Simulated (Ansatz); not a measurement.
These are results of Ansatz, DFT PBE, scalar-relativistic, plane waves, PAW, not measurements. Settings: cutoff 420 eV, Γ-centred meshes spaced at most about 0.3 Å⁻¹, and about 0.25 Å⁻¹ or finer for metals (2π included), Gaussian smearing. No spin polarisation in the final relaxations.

These are static total energies at zero pressure.

Compare these two cells of Sr₃HfBi, each relaxed at this level.

A. Space group P1 (No. 1), triclinic, a = 6.991 Å, b = 7.471 Å, c = 8.306 Å, α = 73.9°, β = 72.6°, γ = 80.1°. Sr on its first site is surrounded by 1 Bi at 3.41 Å, 2 Hf at 3.52–3.54 Å, 1 Sr at 3.66 Å, 7 Sr at 3.90–4.25 Å and 2 Bi at 4.15–4.31 Å; around Sr on its second site lie 2 Bi at 3.39–3.57 Å, 1 Sr at 3.65 Å, 2 Hf at 3.86–3.95 Å, 7 Sr at 3.96–4.38 Å and 1 Bi at 4.14 Å; Sr on its third site is surrounded by 1 Bi at 3.47 Å, 2 Hf at 3.63–3.65 Å, 1 Bi at 3.71 Å, 8 Sr at 3.90–4.36 Å and 1 Hf at 4.02 Å; Hf on its first site is surrounded by 2 Bi at 2.99–3.02 Å, 1 Hf at 3.14 Å, 7 Sr at 3.52–4.02 Å and 1 Sr at 4.40 Å; Bi on its first site is surrounded by 2 Hf at 3.00–3.02 Å and 8 Sr at 3.57–4.15 Å; 5 more sites not described.

B. Space group Cm (No. 8), monoclinic, a = 13.098 Å, b = 4.079 Å, c = 9.385 Å, β = 129.2°. Sr on its first site has 2 Bi at 3.58 Å, 1 Sr at 3.62 Å, 2 Hf at 3.65 Å, 1 Bi at 3.89 Å, 5 Sr at 4.01–4.12 Å and 2 Sr at 4.35 Å; around Sr on its second site lie 2 Bi at 3.60 Å, 2 Hf at 3.75 Å, 8 Sr at 3.94–4.16 Å, 1 Hf at 4.27 Å and 1 Bi at 4.61 Å; Sr on its third site is surrounded by 1 Sr at 3.62 Å, 2 Bi at 3.66 Å, 3 Hf at 3.68–3.89 Å and 7 Sr at 3.94–4.35 Å; around Hf lie 2 Bi at 2.97 Å, 7 Sr at 3.65–3.89 Å, 2 Hf at 4.08 Å and 1 Sr at 4.27 Å; around Bi lie 2 Hf at 2.97 Å, 6 Sr at 3.58–3.66 Å, 1 Sr at 3.89 Å, 2 Bi at 4.08 Å and 1 Sr at 4.61 Å.

Question: Which is lower in energy, and by how much?

Answer: A is lower, by 26 meV/atom. A has space group P1 (No. 1), 39.6 Å³/atom and no gap on its mesh; B has space group Cm (No. 8), 38.9 Å³/atom and no gap. Counting all near atoms (those within 1.25 times the shortest distance at each site; a plus sign parts nearer from farther groups; a slash parts the counts of unlike sites), A has Sr 10/12/13/14, Hf 3+3/3+4, Bi 2+4/2+6 and B has Sr 13, Hf 2+3, Bi 2+6. Both come from invented guesses.

These runs have no spin–orbit coupling, which can matter for Bi and Hf. A magnetic state wasn't ruled out in cells without spin, among them P1, Cm. Cells relaxed within their symmetry can be saddle points. The P1 cell of Sr3HfBi came from shaking the Cm one.
